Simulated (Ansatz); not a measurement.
## BaPbO₃: a fit and a missing row

BaPbO₃, Imma, a = 6.022 Å, b = 8.514 Å, c = 6.111 Å. The structure is a COD entry; whether it is the stable form wasn't checked. Ansatz: PBEsol, PAW, 420 eV, Γ-centred 8×8×8 mesh on 10 atoms, Gaussian smearing 0.01 eV; no spin polarisation. Shape and atoms are relaxed at each volume; pressure is positive in compression.

| V (Å³/atom) | P (GPa) |
| --- | --- |
| 14.725 | 8.16 |
| 15.195 | 3.72 |
| 15.665 | 0.01 |
| 16.135 | -3.09 |
| 16.605 | ? |

**Question.** Take V0 = 15.665 Å³/atom, count pressures from its P0 = 0.01 GPa, fit the third-order Birch–Murnaghan form to the other rows, and predict the missing pressure.

**Answer.** With the Eulerian strain f = ½[(V0/V)^(2/3) − 1] and y = (P − P0)/[3f(1 + 2f)^(5/2)], the form is the line y = B0 + 1.5 B0 (B0′ − 4) f. Rows (f, y): 0.02106, 116.4; 0.01026, 114.6; -0.00976, 111.2. Means f = 0.007187, y = 114.07; Σ(Δf)² = 0.0004891, ΣΔfΔy = 0.08259; the slope is their ratio. y = 112.9 + 168.9 f GPa, so B0 = 112.9 GPa and B0′ = 4 + 2 × (168.9)/(3 × 112.9) = 5.00. At V = 16.605, f = -0.01905, y = 109.68 and P = -5.68 GPa. The run gave -5.67 GPa, so the fit is 0.01 GPa too low, a small miss on the scale of the series. The form still works here, 33 % of the fitted range beyond its end.

Spin–orbit coupling is left out, which can shift energies with elements as heavy as these.